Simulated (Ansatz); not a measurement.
HfO₂:
```yaml
crystal:
  lattice:
    - [3.53744, 0.00000, 0.00000]
    - [0.00000, 3.53744, 0.00000]
    - [0.00000, 0.00000, 5.10350]
  atoms:
    - { symbol: Hf, position: [0.50000, 0.50000, 0.50000] }
    - { symbol: Hf, position: [0.00000, 0.00000, 0.00000] }
    - { symbol: O, position: [0.00000, 0.50000, 0.70359] }
    - { symbol: O, position: [0.00000, 0.50000, 0.20359] }
    - { symbol: O, position: [0.50000, 0.00000, 0.79641] }
    - { symbol: O, position: [0.50000, 0.00000, 0.29641] }
```

Relaxed with LDA.

Q: Give the optical modes at the zone centre with their infrared and Raman activity from DFPT, plane-wave PAW LDA (Ansatz code).

A: Transverse frequencies, without the LO–TO term; a row sums one degenerate level.

```
ω (cm⁻¹)  degeneracy  IR ((D/Å)²/amu)  Raman (Å⁴/amu)  activity  symmetry
--------  ----------  ---------------  --------------  --------  --------
102                2            41.12               0        IR        Eu
105                2             0.00            0.78     Raman        Eg
233                1             0.00             5.5     Raman       B1g
293                1             0.00              67     Raman       A1g
323                1            41.15               0        IR       A2u
460                2             0.00              19     Raman        Eg
465                2            68.83               0        IR        Eu
606                1             0.00              17     Raman       B1g
670                1             0.00               0    silent       B2u
676                2             0.00              56     Raman        Eg
```

Q: How high does the top mode go among those that the LO–TO term moves?

A: 711 cm⁻¹ for q along x, 711 cm⁻¹ for q along y, 620 cm⁻¹ for q along z.

Space group P4_2/nmc. This is a known high-temperature phase of the composition, computed here at zero pressure and temperature. Symmetry was held in the LDA relaxation; its stability against distortions is not shown here. No spin polarisation was allowed. Scalar-relativistic: spin–orbit coupling is off unless named, which matters more the heavier the elements.

Potentials: the earlier of the program's two PAW sets. The files were generated under PBE; for other functionals the program regenerates the frozen cores, and for LDA and PBEsol the local potential too.
